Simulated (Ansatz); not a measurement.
Geometry optimisation in Ansatz: input, command and trajectory.

```yaml
crystal:
  lattice:
    - [2.9486223143, 1.7023878869, 4.7404673932]
    - [-2.9486223143, 1.7023878869, 4.7404673932]
    - [0.0, -3.4047757738, 4.7404673932]
  atoms:
    - { symbol: Ti, position: [0.2496367012, 0.7594179658, 0.2496367012] }
    - { symbol: Ti, position: [0.2496367012, 0.2496367012, 0.7594179658] }
    - { symbol: Ti, position: [0.7594179658, 0.2496367012, 0.2496367012] }
    - { symbol: Ti, position: [0.2405820342, 0.7503632988, 0.7503632988] }
    - { symbol: Ti, position: [0.7503632988, 0.2405820342, 0.7503632988] }
    - { symbol: Ti, position: [0.7503632988, 0.7503632988, 0.2405820342] }
    - { symbol: Ti, position: [0.2467135345, 0.2467135345, 0.2467135345] }
    - { symbol: Ti, position: [0.7532864655, 0.7532864655, 0.7532864655] }
    - { symbol: C, position: [0.0, 0.0, 0.5] }
    - { symbol: C, position: [0.5, 0.0, 0.0] }
    - { symbol: C, position: [0.0, 0.5, 0.0] }
    - { symbol: C, position: [0.5, 0.5, 0.5] }
    - { symbol: C, position: [0.0, 0.0, 0.0] }
basis:
  ecutwfc: 420
kpoints:
  mp_grid: { grid: [6, 6, 6] }
hamiltonian:
  xc: pbesol
scf:
  occupations: { method: gaussian, width: 0.1 }
output:
  forces: true
  stress: true
  eigenvalues: true
relax:
  adjacent_minimum: "off"
  f_tol: 0.01
  max_steps: 30
  cell: { stress_tol: 0.1, fix: [volume] }
```

```bash
ansatz run input.yaml --threads 4 --pin off --max-ram 10240MiB --backend cpu --events-out ev --progress --plain --runs-dir out
```

Computed with DFT PBEsol, scalar-relativistic, plane waves, PAW in Ansatz.

The volume is held at 0.91 times that of the relaxed cell.

Of 5 frames 4 are shown, positions in Å and forces in eV/Å; the SCF threshold varies from step to step. Steps run on the plane waves of an earlier cell, with a Pulay correction in the pressure. The basis is chosen afresh for the last frame, the zero of the energies, and at times for earlier ones too; energy and pressure can step there, also at an unchanged geometry. Where two frames share a geometry here, they differ by under 2 meV/atom and 0.3 GPa.

```xyz
13
Lattice="2.9486 1.7024 4.7405 -2.9486 1.7024 4.7405 0.0000 -3.4048 4.7405" Properties=species:S:1:pos:R:3:forces:R:3 pbc="T T T" step=1 free_energy_over_end_meV_per_atom=1.30 pressure_GPa=21.88
Ti   -1.5032    0.8678    5.9668    0.1698   -0.0980   -0.2701
Ti    0.0000   -1.7357    5.9668    0.0000    0.1961   -0.2701
Ti    1.5032    0.8678    5.9668   -0.1698   -0.0980   -0.2701
Ti   -1.5032   -0.8678    8.2546    0.1698    0.0980    0.2701
Ti    1.5032   -0.8678    8.2546   -0.1698    0.0980    0.2701
Ti    0.0000    1.7357    8.2546    0.0000   -0.1961    0.2701
Ti    0.0000    0.0000    3.5086    0.0000    0.0000    0.4055
Ti    0.0000    0.0000   10.7128    0.0000    0.0000   -0.4055
C     0.0000   -1.7024    2.3702    0.0000    0.0000    0.0000
C     1.4743    0.8512    2.3702    0.0000    0.0000    0.0000
C    -1.4743    0.8512    2.3702    0.0000    0.0000    0.0000
C     0.0000    0.0000    7.1107    0.0000    0.0000    0.0000
C     0.0000    0.0000    0.0000    0.0000    0.0000    0.0000
13
Lattice="2.9522 1.7044 4.7290 -2.9522 1.7044 4.7290 0.0000 -3.4089 4.7290" Properties=species:S:1:pos:R:3:forces:R:3 pbc="T T T" step=2 free_energy_over_end_meV_per_atom=0.03 pressure_GPa=20.57
Ti   -1.4991    0.8655    5.9425   -0.0180    0.0104    0.0272
Ti    0.0000   -1.7310    5.9425    0.0000   -0.0208    0.0272
Ti    1.4991    0.8655    5.9425    0.0180    0.0104    0.0272
Ti   -1.4991   -0.8655    8.2446   -0.0180   -0.0104   -0.0272
Ti    1.4991   -0.8655    8.2446    0.0180   -0.0104   -0.0272
Ti    0.0000    1.7310    8.2446    0.0000    0.0208   -0.0272
Ti    0.0000    0.0000    3.5169    0.0000    0.0000   -0.0481
Ti    0.0000    0.0000   10.6702    0.0000    0.0000    0.0481
C     0.0000   -1.7044    2.3645    0.0000    0.0000    0.0000
C     1.4761    0.8522    2.3645    0.0000    0.0000    0.0000
C    -1.4761    0.8522    2.3645    0.0000    0.0000    0.0000
C     0.0000    0.0000    7.0936    0.0000    0.0000    0.0000
C     0.0000    0.0000    0.0000    0.0000    0.0000    0.0000
13
Lattice="2.9506 1.7035 4.7342 -2.9506 1.7035 4.7342 0.0000 -3.4070 4.7342" Properties=species:S:1:pos:R:3:forces:R:3 pbc="T T T" step=3 free_energy_over_end_meV_per_atom=0.00 pressure_GPa=20.70
Ti   -1.4988    0.8653    5.9499    0.0012   -0.0007    0.0032
Ti    0.0000   -1.7306    5.9499    0.0000    0.0014    0.0032
Ti    1.4988    0.8653    5.9499   -0.0012   -0.0007    0.0032
Ti   -1.4988   -0.8653    8.2526    0.0012    0.0007   -0.0032
Ti    1.4988   -0.8653    8.2526   -0.0012    0.0007   -0.0032
Ti    0.0000    1.7306    8.2526    0.0000   -0.0014   -0.0032
Ti    0.0000    0.0000    3.5187    0.0000    0.0000   -0.0096
Ti    0.0000    0.0000   10.6838    0.0000    0.0000    0.0096
C     0.0000   -1.7035    2.3671    0.0000    0.0000    0.0000
C     1.4753    0.8518    2.3671    0.0000    0.0000    0.0000
C    -1.4753    0.8518    2.3671    0.0000    0.0000    0.0000
C     0.0000    0.0000    7.1012    0.0000    0.0000    0.0000
C     0.0000    0.0000    0.0000    0.0000    0.0000    0.0000
13
Lattice="2.9511 1.7038 4.7326 -2.9511 1.7038 4.7326 0.0000 -3.4076 4.7326" Properties=species:S:1:pos:R:3:forces:R:3 pbc="T T T" step=5 free_energy_over_end_meV_per_atom=0.00 pressure_GPa=20.71
Ti   -1.4990    0.8654    5.9479    0.0000    0.0000    0.0006
Ti    0.0000   -1.7309    5.9479    0.0000    0.0000    0.0006
Ti    1.4990    0.8654    5.9479    0.0000    0.0000    0.0006
Ti   -1.4990   -0.8654    8.2498    0.0000    0.0000   -0.0006
Ti    1.4990   -0.8654    8.2498    0.0000    0.0000   -0.0006
Ti    0.0000    1.7309    8.2498    0.0000    0.0000   -0.0006
Ti    0.0000    0.0000    3.5171    0.0000    0.0000    0.0014
Ti    0.0000    0.0000   10.6806    0.0000    0.0000   -0.0014
C     0.0000   -1.7038    2.3663    0.0000    0.0000    0.0000
C     1.4755    0.8519    2.3663    0.0000    0.0000    0.0000
C    -1.4755    0.8519    2.3663    0.0000    0.0000    0.0000
C     0.0000    0.0000    7.0989    0.0000    0.0000    0.0000
C     0.0000    0.0000    0.0000    0.0000    0.0000    0.0000
```

The run took 63 s on 4 threads of Intel(R) Xeon(R) Processor @ 2.50GHz (Skylake/Cascade Lake) (shared host), peak memory 0.76 GiB.